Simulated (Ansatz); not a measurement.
A geometry of HfO2 away from equilibrium: step 5 of the relaxation of a relaxed HfO2 cell displaced along its unstable phonon at q = Γ (147i cm⁻¹), largest move 0.15 Å. These are PBEsol (plane waves to 420 eV, PAW, scalar-relativistic; Ansatz, an electronic-structure program) values and carry that method's errors. Γ-centred k-mesh 4×4×4 on the run's cell (coarser than for final values), Fermi–Dirac smearing 0.05 eV. The plane waves were selected for a different cell earlier on the path.

```
CELL_PARAMETERS angstrom
      5.00374     0.00000     0.00000
      0.00000     4.98927     0.00000
      0.00000     0.00000     5.22548
ATOMIC_POSITIONS crystal
  Hf 0.96606 0.97791 0.95792
  Hf 0.46606 0.52209 0.04208
  Hf 0.96606 0.52209 0.45792
  Hf 0.46606 0.97791 0.54208
  O  0.34464 0.33086 0.37851
  O  0.84464 0.16914 0.62149
  O  0.72268 0.79442 0.25926
  O  0.22268 0.70558 0.74074
  O  0.72268 0.70558 0.75926
  O  0.22268 0.79442 0.24074
  O  0.34464 0.16914 0.87851
  O  0.84464 0.33086 0.12149
```

Q: What forces act on the atoms (eV/Å)?

A: 
| atom | Fx | Fy | Fz |
|---|---|---|---|
| Hf1 | 0.34 | 0.50 | 0.55 |
| Hf2 | 0.34 | -0.50 | -0.55 |
| Hf3 | 0.34 | -0.50 | 0.55 |
| Hf4 | 0.34 | 0.50 | -0.55 |
| O5 | -0.02 | -0.15 | -0.08 |
| O6 | -0.02 | 0.15 | 0.08 |
| O7 | -0.32 | 0.22 | 0.00 |
| O8 | -0.32 | -0.22 | 0.00 |
| O9 | -0.32 | -0.22 | 0.00 |
| O10 | -0.32 | 0.22 | 0.00 |
| O11 | -0.02 | 0.15 | -0.08 |
| O12 | -0.02 | -0.15 | 0.08 |

The path ends in Pca2₁ (No. 29). No spin polarisation in the result.

The run could not lose the symmetry of its start.

Of the parent cell (Pa-3 (No. 205)): it is a generated cell of HfO2: the first start was made by placing the elements on the sites of a structure type, and the end was not matched to a known phase here, so it may be hypothetical. Known forms of HfO2 include space group No. 14, 29, 137, 225.

The first start was generated by placing the elements on the sites of a structure type. Materials Project lists a structure of HfO2 in the same space group, Pca2₁ (No. 29); the sites were not compared with it, nor with measured phases.
